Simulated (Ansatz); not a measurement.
## Relaxing Pb (fcc)

**The experiment.** The Crystallography Open Database holds a cell as deposited of cubic Pb (space group Fm-3m), temperature not stated (2003): a = 4.950 Å, 30.32 Å³/atom.

Level of theory: DFT, PBEsol, scalar-relativistic, no spin polarisation; plane waves to 420 eV with PAW datasets (Ansatz 0.2.0), 14×14×14 k-mesh, Gaussian smearing of 0.05 eV; PAW files: Ansatz's generated set soft_2.

The start, 0 % under the database's volume:

```xyz
1
Lattice="0.0000 2.4750 2.4750 2.4750 0.0000 2.4750 2.4750 2.4750 0.0000" Properties=species:S:1:pos:R:3 pbc="T T T"
Pb    0.0000    0.0000    0.0000
```

The runs in order:

```
run   level    k-mesh        kind  V (Å³/atom)  P (GPa)  E − E(final) (meV/atom)  gap on the mesh (eV)
  1  PBEsol  14×14×14  fixed cell        30.32     -0.4                      0.4                 metal
  2  PBEsol  14×14×14  fixed cell        30.23     -0.3                      0.2                 metal
  3  PBEsol  14×14×14  fixed cell        30.03      0.0                      0.0                 metal
```

The cell is relaxed to zero pressure at this level.

The final structure (symmetry read at 0.01 Å). Symmetry: Fm-3m, No. 225, cubic system. The conventional cell has a = 4.934 Å, b = 4.934 Å, c = 4.934 Å, α = 90.00°, β = 90.00°, γ = 90.00°. Around Pb (site symmetry m-3m) lie 12 Pb at 3.49 Å. (Shells end 15 % past the nearest neighbour.)

At the final geometry the gap, band path included, is zero (metallic). 

**Comparison.** The computed cell (4.934 Å, 30.03 Å³/atom) differs from the database's by −1.0 % in volume, about −0.3 % in length. PBEsol was built to cure PBE's overestimate of volumes, and the static lattice lacks thermal expansion.

For elements this heavy, spin–orbit coupling would shift levels and gaps; it isn't included here.
